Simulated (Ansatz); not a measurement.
HfMnF₆:
```xyz
8
Lattice="0.0000 4.1043 4.1043 4.1043 0.0000 4.1043 4.1043 4.1043 0.0000" Properties=species:S:1:pos:R:3 pbc="T T T"
Hf     4.1043     4.1043     4.1043
Mn     0.0000     0.0000     0.0000
F      2.1030     4.1043     4.1043
F      6.1055     4.1043     4.1043
F      4.1043     2.1030     4.1043
F      4.1043     6.1055     4.1043
F      4.1043     4.1043     2.1030
F      4.1043     4.1043     6.1055
```
The run is spin-polarised; directions of the spins, atom by atom: 0 ↑ 0 0 0 0 0 0.

Relaxed with r²SCAN.

Problem. Give the Bader charges and basin volumes of the independent atoms, the program Ansatz at the r²SCAN level (PAW).

Solution. 

| atom | Bader charge (e) | Bader volume (Å³) |
|---|---|---|
| Hf1 | +2.93 | 9.8 |
| Mn2 | +1.69 | 9.9 |
| F3 | -0.77 | 16.9 |

Space group Fm-3m. The first step of the workflow began from a Materials Project structure, measured or hypothetical; the Crystallography Open Database copy checked does not list it. Its standing as an ambient phase is unchecked. The cell was relaxed with r²SCAN under the symmetry of its start; whether a distortion lowers the energy is not shown. Magnetic state: ferromagnetic, chosen from 3 collinear starts compared on coarse meshes (ties went to the first, and starts can fall back to one state), not a proven ground state. Other orbital occupations within this spin state were not tried. No Hubbard U is applied. Spin–orbit coupling is left out wherever it is not named.

Potentials: the later of the program's two PAW sets.
